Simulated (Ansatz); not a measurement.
Fe (bcc, W type)

```xyz
1
Lattice="-1.4323 1.4323 1.4323 1.4323 -1.4323 1.4323 1.4323 1.4323 -1.4323" Properties=species:S:1:pos:R:3 pbc="T T T"
Fe     0.0000     0.0000     0.0000
```

The slice is a {211} plane (indices of the conventional cell) through the point (0.000, 0.000, 0.000) (fractional), spanned by u = [111] and v = [1 0 -1] in vectors of this cell: u (2.48 Å) and v (4.05 Å, at 90° to u). It covers one period; positions are fractions (u, v).

Calculation: r2SCAN (plane waves to 500 eV, PAW, scalar-relativistic; Ansatz, an electronic-structure program). k mesh 23×23×23. Near the nuclei the fields are pseudised (PAW); where an atom keeps semicore shells as valence, they peak there. Fe was relaxed with its symmetry unable to fall. Relaxed Fe ends ferromagnetic. Other magnetic orders were not checked, so this need not be the ground state.

**Question.** What is the valence density on the shortest Fe–Fe line in this plane (2.48 Å), at its midpoint?

**Answer.** 0.33 e/Å³.

**Question.** What is the ELF at the midpoint of the shortest Fe–Fe line in this plane (2.48 Å)?

**Answer.** 0.2.

**Question.** Sketch the valence electron density on this plane as a map.

**Answer.** 
```
|99875311001135789|
|88765310000135678|
|77653210000123567|
|55532100000012355|
|33321000000001233|
|21110000000000111|
|10000000000000000|
|00000000000000000|
|00000000000000000|
|00000000000000000|
|00000000000000000|
|00000000000000000|
|00000000000000000|
|00000000000000000|
|00000000000000000|
|00000000000000000|
|00000000000000000|
|00000000000000000|
|00000000000000000|
|00000000000000000|
|10000000000000000|
|21110000000000111|
|33321000000001233|
|55532100000012355|
|77653210000123567|
|88765310000135678|
|99875311001135789|
|99875321001235789|
```
Scale: ten equal steps from -0.61 (start of '0') to 1.55 (end of '9'), in the order '0123456789'. Values: log₁₀ of the valence density in e/Å³. The map has 17 points along u (one character each, u = 0 at the left) and 28 along v (v = 0 in the bottom row). The scale is logarithmic, as a density can span decades between atoms and voids.
